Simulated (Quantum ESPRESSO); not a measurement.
# Moving one atom in Si5PGeAl

These are calculations, not measurements. They come from pw.x of Quantum ESPRESSO 7.5, a plane-wave density functional program, with PseudoDojo standard norm-conserving files (v0.5 for PBE, v0.4.1 for LDA and PBEsol). The cells are made up: elements, strain and atom displacements were drawn at random, and nothing was relaxed. There is no spin polarisation, spin-orbit coupling or dispersion term.

The cell has 8 sites of a zincblende or diamond lattice. Sites 1 to 4 hold Si Si Si Si; sites 5 to 8 hold P Ge Si Al. Cell vectors in Å: (5.643, 0.000, 0.000); (0.000, 5.643, 0.000); (0.000, 0.000, 5.643). Settings: PBE, cutoff 1061 eV, 6 x 6 x 6 k mesh shifted by half a step, Fermi-Dirac smearing of 0.1 eV.

Each run shifts the Si atom on site 1 along z and leaves all else fixed. Site 6 is one of its nearest neighbours. E is the free energy of the cell above the lowest run shown.

```
run  shift (Å)  Fz on site 1 (eV/Å)  Fz on site 6 (eV/Å)  P (GPa)  E (meV)
  1    -0.0908                0.069               -0.629    -3.22      0.0
  2    -0.0743               -0.087               -0.586    -3.22      0.2
  3    -0.0261               -0.542               -0.466    -3.20     15.3
  5     0.0065               -0.847               -0.388    -3.18     37.9
  6     0.0785               -1.506               -0.228    -3.07    122.8
  7     0.0912               -1.619               -0.201    -3.04    142.6
  4    -0.0161                    ?                    ?        ?        ?
```

A rerun of one of these cells at 1347 eV and k mesh 8 x 8 x 8 moved values by no more than 0.002 eV in the cell's energy, 0.02 GPa in stress and 0.003 eV/Å in force.

## Worked fit

A parabola through the six runs shown gives Fz on site 1 = -0.786 - 9.28 u + 1.6 u² eV/Å, with u in Å and a scatter of 0.002 eV/Å. Minus the slope, 9.28 ± 0.05 eV/Å², is this atom's force constant along z at u = 0, with its periodic images moving too. The fitted force vanishes at u = -0.083 Å, where the energy should be lowest along this line. The error is the larger of the fit's own and the change that a cubic makes, rounded up.

## Withheld run

Question: what Fz on site 1 should run 4 give?

The fit gives -0.636 eV/Å. The calculation gave -0.635 eV/Å.

| run | shift (Å) | Fz on site 1 (eV/Å) | Fz on site 6 (eV/Å) | P (GPa) | E (meV) |
| --- | --- | --- | --- | --- | --- |
| 4 | -0.0161 | -0.635 | -0.442 | -3.20 | 21.2 |